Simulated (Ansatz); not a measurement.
# Zone-centre phonons of MnZn at 15 GPa: input and output

These are results of Ansatz 0.2.0, DFT LDA, scalar-relativistic, plane waves, PAW, not measurements.

Launched with:
```bash
ansatz run input.yaml --threads 1 --pin off --max-ram 3072MiB --backend cpu --events-out ev --progress --plain --runs-dir out
```

Input (bare energies are in eV):
```yaml
crystal:
  lattice:
    - [2.816982215, 0.0, 0.0]
    - [0.0, 2.816982215, 0.0]
    - [0.0, 0.0, 2.816982215]
  atoms:
    - { symbol: Mn, position: [0.0, 0.0, 0.0], spin: 2.6 }
    - { symbol: Zn, position: [0.5, 0.5, 0.5] }
basis:
  ecutwfc: 420
kpoints:
  mp_grid: { grid: [14, 14, 14] }
hamiltonian:
  xc: lda
scf:
  occupations: { method: gaussian, width: 0.2 }
output:
  eigenvalues: true
  populations: true
magnetization:
  spin_polarized: true
phonons:
  method: dfpt
  eigenvectors: true
```

Results section of the output:
```
--- Phonons (Γ-DFPT): 2 representative perturbations + reference, on 288 of 2744 k-points (Σ response iterations 6) ---
  k mesh reduced under 8 symmetry operations, with k and −k counted as one. Each operation leaves every solved perturbation unchanged. A smaller set is not used because it would not reduce the number of displacements ...
  ASR residual: 1.067e-4 → 0.000e0 eV/Å²; symmetrization residual: 2.584e-6 eV/Å²
  ASR residual per site (eV/Å²): 1.07e-4 2.21e-5
  Γ frequencies (cm⁻¹): 0.00 0.00 0.00 304.75 304.75 304.75
  non-analytic LO–TO correction: not included (Born effective charges unavailable; polar crystals: no LO–TO splitting at Γ)
--- Löwdin populations: 2 sites ---
  site symbol q [e]    m [muB]
     0     Mn     15.2380     2.5565
     1     Zn     11.1105     0.0094
  spilling = 0.024132 (of n_electrons = 27.000000)
```

Time: 73 s on 1 thread of Arm Neoverse V1 (shared host), peak memory 0.93 GiB.

In a metal, frequencies and elastic constants depend on the k mesh and the smearing, soft modes and shear constants most. Other phases may be more stable at this pressure.